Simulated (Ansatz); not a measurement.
## Ga4Sb3N (ordering on zincblende): the band gap by level of theory

All numbers come from the plane-wave code Ansatz. The cell comes from a prototype generator: it can be a known phase or a hypothetical one. No magnetic order is allowed.

Structure: Ga4Sb3N, ordered on the zincblende lattice (Amm2) with 8 atoms a cell, at its r2SCAN minimum. Space group Amm2 (No. 38), orthorhombic; conventional cell a = 4.061 Å, b = 8.223 Å, c = 11.456 Å, 23.91 Å³ an atom. Around N lie 4 Ga at 2.01–2.29 Å; around Sb lie 4 Ga at 2.53–2.77 Å; around Sb lie 4 Ga at 2.56–2.71 Å; around Ga lie 2 N at 2.29 Å and 2 Sb at 2.77 Å; around Ga lie 1 N at 2.01 Å and 3 Sb at 2.64–2.71 Å; around Ga lie 4 Sb at 2.53–2.56 Å.

```cif
data_structure
_symmetry_space_group_name_H-M 'Amm2'
_symmetry_Int_Tables_number 38
_cell_length_a 4.0607
_cell_length_b 8.2226
_cell_length_c 11.4557
_cell_angle_alpha 90.000
_cell_angle_beta 90.000
_cell_angle_gamma 90.000
_cell_volume 382.50
loop_
_atom_site_label
_atom_site_type_symbol
_atom_site_symmetry_multiplicity
_atom_site_Wyckoff_symbol
_atom_site_fract_x
_atom_site_fract_y
_atom_site_fract_z
_atom_site_occupancy
N1 N 2 a 0.00000 0.50000 0.50376 1
Sb1 Sb 4 e 0.50000 0.74592 0.24715 1
Sb2 Sb 2 a 0.00000 0.50000 0.00808 1
Ga1 Ga 2 b 0.50000 0.50000 0.41212 1
Ga2 Ga 4 d 0.00000 0.80076 0.10471 1
Ga3 Ga 2 b 0.50000 0.50000 0.87232 1
```

On this one geometry the levels give:
```csv
level,k mesh,gap (eV),kind,edges,least direct gap (eV)
PBE,6×4×4,none (overlap 0.66),–,–,–
PBE+SOC,6×4×4,none (overlap 0.66),–,–,–
r2SCAN,6×4×4,none (overlap 0.54),–,–,–
```
All runs use a smearing of 0.02 eV.
Wave cutoffs: 420 eV, 500 eV (r2SCAN).

With r2SCAN the bands overlap by 0.54 eV (counted from 1, band 51 peaks at Γ and band 52 bottoms out at T): no gap. PBE+SOC gives no gap: the lowest nominally empty band dips 0.66 eV below the top of the last filled one (its bottom at T, the top at Γ), so the cell is a metal or semimetal at this level.

No level opens a gap, but no hybrid is among them, and semilocal functionals can close a real gap.

Only the levels marked +SOC include spin-orbit coupling.
